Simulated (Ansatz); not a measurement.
**Several inputs for WS2 with fluorine replacing S**

Cell: a supercell of WS2 (space group P6_3/mmc) built from a structure deposited in the COD (the entry's cell lengths or inner coordinates differ somewhat from later room-temperature determinations), with all atoms left at the host's positions.

```yaml
crystal:
  lattice:
    - [6.36000, 0.00000, 0.00000]
    - [-4.77000, 8.26188, 0.00000]
    - [0.00000, 0.00000, 12.50000]
  atoms:
    - { symbol: W, position: [0.16667, 0.22222, 0.25000] }
    - { symbol: W, position: [0.16667, 0.55556, 0.25000] }
    - { symbol: W, position: [0.16667, 0.88889, 0.25000] }
    - { symbol: W, position: [0.66667, 0.22222, 0.25000] }
    - { symbol: W, position: [0.66667, 0.55556, 0.25000] }
    - { symbol: W, position: [0.66667, 0.88889, 0.25000] }
    - { symbol: W, position: [0.33333, 0.11111, 0.75000] }
    - { symbol: W, position: [0.33333, 0.44444, 0.75000] }
    - { symbol: W, position: [0.33333, 0.77778, 0.75000] }
    - { symbol: W, position: [0.83333, 0.11111, 0.75000] }
    - { symbol: W, position: [0.83333, 0.44444, 0.75000] }
    - { symbol: W, position: [0.83333, 0.77778, 0.75000] }
    - { symbol: F, position: [0.16667, 0.22222, 0.62500] }
    - { symbol: S, position: [0.16667, 0.55556, 0.62500] }
    - { symbol: S, position: [0.16667, 0.88889, 0.62500] }
    - { symbol: S, position: [0.66667, 0.22222, 0.62500] }
    - { symbol: S, position: [0.66667, 0.55556, 0.62500] }
    - { symbol: S, position: [0.66667, 0.88889, 0.62500] }
    - { symbol: S, position: [0.33333, 0.11111, 0.12500] }
    - { symbol: S, position: [0.33333, 0.44444, 0.12500] }
    - { symbol: S, position: [0.33333, 0.77778, 0.12500] }
    - { symbol: S, position: [0.83333, 0.11111, 0.12500] }
    - { symbol: S, position: [0.83333, 0.44444, 0.12500] }
    - { symbol: S, position: [0.83333, 0.77778, 0.12500] }
    - { symbol: S, position: [0.16667, 0.22222, 0.87500] }
    - { symbol: S, position: [0.16667, 0.55556, 0.87500] }
    - { symbol: S, position: [0.16667, 0.88889, 0.87500] }
    - { symbol: S, position: [0.66667, 0.22222, 0.87500] }
    - { symbol: S, position: [0.66667, 0.55556, 0.87500] }
    - { symbol: S, position: [0.66667, 0.88889, 0.87500] }
    - { symbol: S, position: [0.33333, 0.11111, 0.37500] }
    - { symbol: S, position: [0.33333, 0.44444, 0.37500] }
    - { symbol: S, position: [0.33333, 0.77778, 0.37500] }
    - { symbol: S, position: [0.83333, 0.11111, 0.37500] }
    - { symbol: S, position: [0.83333, 0.44444, 0.37500] }
    - { symbol: S, position: [0.83333, 0.77778, 0.37500] }
```

Sites (sets of like atoms) are named by element and the number of their first atom in this list.

Reference run. Level of theory: DFT, PBE, plane waves and PAW, scalar-relativistic, 420 eV cutoff, Γ-centred 4×3×2 k-points, Fermi–Dirac smearing 0.01 eV, cell charge +1 (Ansatz 0.2.0).

It gives V_zz (10²¹ V/m²) F 1.61 (η 0.01), W10 32.0 (η 0.74), S28 -6.10 (η 0.36), among others. Each of these runs changes the input as listed (caps on SCF iterations aside):

A. hamiltonian.xc: pbe → pbesol; basis.ecutwfc: not typed → 450 eV
B. kpoints.mp_grid.grid: [4, 3, 2] → [1, 1, 1]

Task: How does each run end, and how far do the gradients move?

Result: 

```tsv
run	F V_zz (η)	W10 V_zz (η)	S28 V_zz (η)	largest change of a gradient tensor, all atoms	note
A	1.49 (0.02)	31.8 (0.74)	-6.11 (0.37)	0.29	converged; another functional
B	1.04 (0.47)	36.4 (0.72)	-7.54 (0.28)	6.36	converged; a gap opens; mesh coarser than the reference's
```

Run B moves them most, on W9 (V_zz from -17.98 to -12.54); against its own size the tensor moves most on S25 among sites above 0.3 (by 2.99, V_zz from -2.84 to -5.50).

Run A changes hamiltonian.xc, basis.ecutwfc together, so the table can't tell their shares apart.

On the reference run: The run isn't spin-polarised, and a state with spin may lie lower. The defect repeats with the cell of 36 atoms, so it feels its images: sites between two images don't show the values beside a lone defect, and zeros or small values of η there can come from the images' arrangement. S and W carry a gradient in the pure host already, so the values there aren't the defect's effect alone. A uniform background compensates the cell's charge. The defect cell has no gap above 0.1 eV on its mesh, so the values can hang on the smearing and the k-mesh. Without spin–orbit coupling the gradients at and beside W can be off by some per cent, at some sites by more. The neighbours have not yet relaxed around the defect (largest force 2.0 eV/Å), so a real crystal will differ.
